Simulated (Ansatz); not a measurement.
K2S (anti-fluorite, Fm-3m), PBE in the plane-wave PAW code Ansatz. The conduction-band minimum lies at Γ, with 1 equivalent valley. Second derivatives d²E/dk² of the lowest band at one valley (eV·Å²), along Cartesian directions:

| direction | d²E/dk² |
|---|---|
| [100] | 21.10 |
| [010] | 21.10 |
| [001] | 21.10 |
| [110] | 21.10 |
| [101] | 21.10 |
| [011] | 21.10 |

**Question.** Find the principal effective masses, the density-of-states mass and the conductivity mass.

**Answer.** Off-diagonal terms follow from H_xy = H[110] − (H_xx + H_yy)/2, and m*/mₑ = 7.620 eV·Å² over each eigenvalue: 0.36, 0.36, 0.36. One valley's DOS mass (m₁m₂m₃)^(1/3) = 0.36, conductivity mass 3/(Σ 1/mᵢ) = 0.36 mₑ.

**Question.** What effective density of states Nc follows at 300 K for parabolic valleys?

**Answer.** Nc = 2.509e19 × 1 × (0.36)^(3/2) ≈ 5.4e18 cm⁻³.

The cell was relaxed with PBE under the symmetry of its start.

Potentials: the later of the program's two PAW sets.

Edges and masses are those of Kohn–Sham bands, whose gap is no quasiparticle gap.
